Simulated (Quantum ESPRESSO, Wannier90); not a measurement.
# Wannierisation of GeS (Pnma)

```xyz
8
Lattice="10.7807 0.0000 0.0000 0.0000 3.6031 0.0000 0.0000 0.0000 4.5231" Properties=species:S:1:pos:R:3 pbc="T T T"
Ge    -1.3772     0.9008     1.6595
Ge     1.3772    -0.9008    -1.6595
Ge    -4.0131    -0.9008    -0.6021
Ge     4.0131     0.9008     0.6021
S     -3.7212     0.9008    -2.1947
S      3.7212    -0.9008     2.1947
S     -1.6692    -0.9008     0.0669
S      1.6692     0.9008    -0.0669
```

Cell from Materials Project (mp-2242), symmetrised, no further relaxation. COD (Crystallography Open Database) has an entry of this formula and space group (matched by these alone). Method: PBEsol plane waves in Quantum ESPRESSO 7.5 (PseudoDojo norm-conserving files, 63 Ry, no spin polarisation, no spin-orbit coupling), Bloch states on a 4×6×6 mesh through Γ, Wannier90 4.0.1. Density: 4×8×8 mesh, cold smearing 0.01 Ry. The cell is built of weakly bound layers, chains or molecules, whose nearest atoms lie 3.50 Å apart. Database cells relaxed without dispersion often hold them too far apart, which can enlarge gaps and weakens couplings between them; spacing and stacking were not compared with the measured crystal. Spin-orbit coupling, left out, would split the p-like bands by a few tenths of an eV.

Bands 25-40 form an isolated set from -8.89 to 0.00 eV relative to the valence-band maximum (on the path) and are turned into 16 Wannier functions by minimising the spread from the start: atomic waves Ge 4s, S 3p.

**Question.** Where do the functions sit, how wide are they and what are they made of?

**Answer.** 
| functions | spread (Å²) | nearest atom, distance (Å) | second atom, distance (Å) | weight on atomic waves |
|---|---|---|---|---|
| 4 | 2.69 | Ge 0.32 | S 2.60 | Ge 4s 70 %, Ge 4p 20 %, S 3s 4 % |
| 4 | 2.60 | S 0.07 | Ge 2.39 | S 3p 77 %, Ge 4p 12 %, S 3s 4 % |
| 8 | 2.58 | S 0.34 | Ge 2.16 | S 3p 70 %, Ge 4p 24 % |

Ω_I = 39.82 Å², Ω_total = 41.76 Å²; the interpolated bands follow pw.x to 5.8 meV rms on the path. Only this start was tried; a symmetric start can stop on a saddle, and mixtures of these functions could lower the total by at most Ω_total − Ω_I.
